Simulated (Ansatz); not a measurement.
Structure relaxation, Zn

The start is a generated trial cell of Zn in the dhcp structure type. The structure is fully relaxed (lattice and positions, P = 0) with r2SCAN (plane waves to 500 eV, PAW, scalar-relativistic; Ansatz, a quantum-chemistry and plane-wave program). First-step values are on the input's coarse k-mesh.

Ansatz input (later rounds restart from its end on a renewed k-mesh):
Ansatz 0.2 input:
```yaml
crystal:
  lattice:
    - [2.7898302, 0, 0]
    - [-1.3949151, 2.4160638, 0]
    - [0, 0, 8.976298]
  atoms:
    - { symbol: Zn, position: [0, 0, 0] }
    - { symbol: Zn, position: [0, 0, 0.5] }
    - { symbol: Zn, position: [0.33333333, 0.66666667, 0.25] }
    - { symbol: Zn, position: [0.66666667, 0.33333333, 0.75] }
basis: { ecutwfc: 500, ecutrho_ratio: 4, xc_grid: 4, fft_grid_basis: typed }
kpoints: { mp_grid: { grid: [13, 13, 4] } }
hamiltonian:
  xc: r2scan
  dispersion: none
  pseudopotentials: { kind: paw }
scf: { occupations: { method: fermi_dirac, width: 0.05 } }
relax: { f_tol: 0.01, max_steps: 100, cell: { stress_tol: 0.02 } }
output: { forces: true, stress: true }
```

How large is the pressure on the unrelaxed cell, and of which sign?

-4.6 GPa (negative: the cell is under tension).

How much energy is released per atom?

0.02 eV/atom.

How does the volume per atom move from start to end?

-6.1 %, from 15.13 to 14.21 Å³/atom.

What does it relax into? Give the structure.


```cif
data_Zn4
_chemical_formula_sum 'Zn4'
_space_group_name_H-M_alt 'P63/mmc'
_space_group_IT_number 194
_space_group_name_Hall '-P 6c 2c'
_cell_length_a 2.76734
_cell_length_b 2.76734
_cell_length_c 8.57085
_cell_angle_alpha 90.000
_cell_angle_beta 90.000
_cell_angle_gamma 120.000
loop_
_atom_site_label
_atom_site_type_symbol
_atom_site_symmetry_multiplicity
_atom_site_Wyckoff_symbol
_atom_site_fract_x
_atom_site_fract_y
_atom_site_fract_z
_atom_site_occupancy
Zn1 Zn 2 a 0.00000 0.00000 0.00000 1
Zn2 Zn 2 c 0.33333 0.66667 0.25000 1
```

The space group stays P6₃/mmc (No. 194) (the run could not lower it); the end is AFLOW prototype A_hP4_194_ac (A3', as in La), with 4 atoms in the primitive cell. Final values are on a 19×19×6 k-mesh of the relaxed cell. No spin polarisation in the result.

The run could not lose the symmetry of its start: the end is stationary, and may be a saddle point rather than a minimum.

All atoms sit on sites fixed by symmetry, so only the cell could relax.

The relaxed structure here is a generated cell of Zn: the first start was made by placing the elements on the sites of a structure type, and the end was not matched to a known phase here, so it may be hypothetical. A known form of Zn has the same space group but another cell.
